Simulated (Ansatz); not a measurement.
WO₃:
```
CELL_PARAMETERS angstrom
      7.38932     0.00000     0.00000
     -3.69466     6.39934     0.00000
      0.00000     0.00000     3.79952
ATOMIC_POSITIONS crystal
  W  0.50000 0.50000 0.00000
  W  0.00000 0.50000 0.00000
  W  0.50000 0.00000 0.00000
  O  0.21456 0.42912 0.00000
  O  0.78544 0.57088 0.00000
  O  0.78544 0.21456 0.00000
  O  0.21456 0.78544 0.00000
  O  0.57088 0.78544 0.00000
  O  0.42912 0.21456 0.00000
  O  0.00000 0.50000 0.50000
  O  0.50000 0.00000 0.50000
  O  0.50000 0.50000 0.50000
```

Relaxed with PBEsol. Special points in fractions of this cell's reciprocal vectors: Γ (0.000, 0.000, 0.000); M (0.500, 0.000, 0.000); K (0.333, 0.333, 0.000); A (0.000, 0.000, 0.500); L (0.500, 0.000, 0.500); H (0.333, 0.333, 0.500).

### Question
List the band energies nearest the valence-band maximum at these points for plane-wave PAW PBEsol (Ansatz code).

### Answer
In eV from the valence-band maximum; about four levels below and three above (degenerate sets whole), none deeper than 8.9 eV; points with the same levels are listed once.

```
k                          below           above
-  -----------------------------  --------------
Γ        -1.10 -1.02 -1.02 -1.02  0.61 0.71 0.71
M        -1.07 -1.06 -0.77 -0.69  0.68 2.56 2.59
K  -1.52 -1.52 -1.02 -1.02 -0.59  1.74 1.74 1.97
A    -1.10 -1.10 -0.04 0.00 0.00  2.55 2.55 4.15
L        -0.64 -0.56 -0.47 -0.01  2.72 3.56 4.18
H        -0.70 -0.35 -0.22 -0.22  2.56 4.03 4.03
```

Space group P6/mmm. The workflow started from a Materials Project entry (that database holds measured and hypothetical structures alike); the Crystallography Open Database files this formula in space group No. 191, but the cells were not matched. Its standing as an ambient phase is unchecked. The PBEsol relaxation kept the symmetry of its start; its stability against distortions is not shown here. The run is not spin-polarised. No Hubbard U is applied. Spin–orbit coupling is left out wherever it is not named.

Potentials: the later of the program's two PAW sets.
